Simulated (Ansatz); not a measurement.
A geometry of Rh away from equilibrium: the start of the relaxation of a relaxed Rh cell, doubled along one cell vector, shaken by Gaussian noise of σ = 0.08 Å a coordinate. Computed with PBEsol (plane waves to 420 eV, PAW, scalar-relativistic; Ansatz, a first-principles code). Γ-centred k-mesh 9×5×12 on the run's cell (coarser than for final values), Fermi–Dirac smearing 0.05 eV.

```xyz
6
Lattice="4.2821 0.0000 0.0000 -4.2821 7.4168 0.0000 0.0000 0.0000 2.6200" Properties=species:S:1:pos:R:3 pbc="T T T"
Rh    -0.0772    -0.0190    -0.1782
Rh    -2.0605     3.7472     0.0165
Rh     0.0159     2.5157     1.3612
Rh    -2.0900     6.2007     1.3538
Rh     2.0690     1.2915     1.4482
Rh    -0.0200     4.9480     1.3791
```

Question: Predict the force on each atom, in eV/Å.

Answer: 
```
atom     Fx     Fy     Fz
----  -----  -----  -----
Rh1    0.51   0.26   1.10
Rh2   -0.48  -0.03   0.37
Rh3   -0.67  -0.37  -0.12
Rh4   -1.25   0.20  -0.42
Rh5    0.78  -0.29  -0.58
Rh6    1.11   0.24  -0.35
```

Question: What is the pressure?

Answer: +2.6 GPa, compression positive.

No spin polarisation in the result.

The end of the path is a generated cell of Rh: the first start was made by placing the elements on the sites of a structure type, and the end was not matched to a known phase here, so it may be hypothetical. Known forms of Rh include space group No. 225.
